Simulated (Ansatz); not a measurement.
LaTiO₃ (cubic perovskite)

```xyz
5
Lattice="3.9057 0.0000 0.0000 0.0000 3.9057 0.0000 0.0000 0.0000 3.9057" Properties=species:S:1:pos:R:3 pbc="T T T"
La     0.0000     0.0000     0.0000
Ti     1.9528     1.9528     1.9528
O      0.0000     1.9528     1.9528
O      1.9528     0.0000     1.9528
O      1.9528     1.9528     0.0000
```

Grid over V/V₀ and (c/a)/(c/a)₀, subscript 0 meaning the relaxed cell; the conventional c axis lies along z; no internal relaxation.

Level of theory: PBEsol (plane waves to 420 eV, PAW, scalar-relativistic; Ansatz, an electronic-structure program). k mesh 12×12×12 (Γ-centred), Fermi-Dirac smearing 0.05 eV. E stands for the smeared free energy. With partly filled bands, the response to shear is sensitive to the k mesh, so small differences along c/a are uncertain. LaTiO3 is run without spin polarisation and with no Hubbard U. LaTiO3 was relaxed with its symmetry unable to fall. This is one of several known forms of LaTiO3; the measured ambient cells at hand have space group No. 62. The zero of ΔE is the relaxed starting cell.

Task: Predict the ΔE (kJ/mol of atoms) at all points of the grid V/V₀ = 0.960, 0.980, 1.000, 1.020, 1.040 by (c/a)/(c/a)₀ = 0.960, 0.980, 1.000, 1.020, 1.040.

Result: ΔE (kJ/mol of atoms), with V/V₀ across and (c/a)/(c/a)₀ down:

```csv
(c/a)/(c/a)₀ \ V/V₀,0.960,0.980,1.000,1.020,1.040
0.960,2.3,1.3,1.0,1.2,1.9
0.980,1.5,0.5,0.2,0.5,1.3
1.000,1.2,0.3,0.0,0.3,1.1
1.020,1.5,0.5,0.2,0.5,1.3
1.040,2.2,1.2,0.8,1.1,1.8
```

(Under strain, the slope of the energy per volume gives the stress and its curvature an elastic modulus.)
